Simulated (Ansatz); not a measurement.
PbS (NiAs type, P6_3/mmc) at seven volumes, r²SCAN (plane waves, PAW; program Ansatz), shape and atoms relaxed at each. One row is withheld.

```json
[
 {"V (Å³/atom)": "24.562", "P (GPa)": "6.28"},
 {"V (Å³/atom)": "25.372", "P (GPa)": "3.87"},
 {"V (Å³/atom)": "26.181", "P (GPa)": "1.79"},
 {"V (Å³/atom)": "26.991", "P (GPa)": "0.00"},
 {"V (Å³/atom)": "27.801", "P (GPa)": "?"},
 {"V (Å³/atom)": "28.610", "P (GPa)": "-2.86"},
 {"V (Å³/atom)": "29.420", "P (GPa)": "-3.99"}
]
```

Task: Fit the shown pressures and predict the withheld one.

Result: P = (3/2)B₀(x^(7/2) − x^(5/2))[1 + (3/4)(B′ − 4)(x − 1)] with x = (V₀/V)^(2/3). Least squares on the six rows gives V₀ = 26.993 Å³/atom, B₀ = 55.1 GPa, B′ = 4.01. At V = 27.801, x = 0.9805 and P = -1.53 GPa. The run itself gave -1.54 GPa.

The start of the workflow was typed in or built on a structure type; neither database checked (COD, Materials Project) lists it. It is not the phase usual at ambient conditions (space group No. 225). The r²SCAN relaxation kept the symmetry of its start; its stability against distortions is not shown here. Scalar-relativistic: spin–orbit coupling is off unless named, which matters more the heavier the elements.

Potentials: the later of the program's two PAW sets.
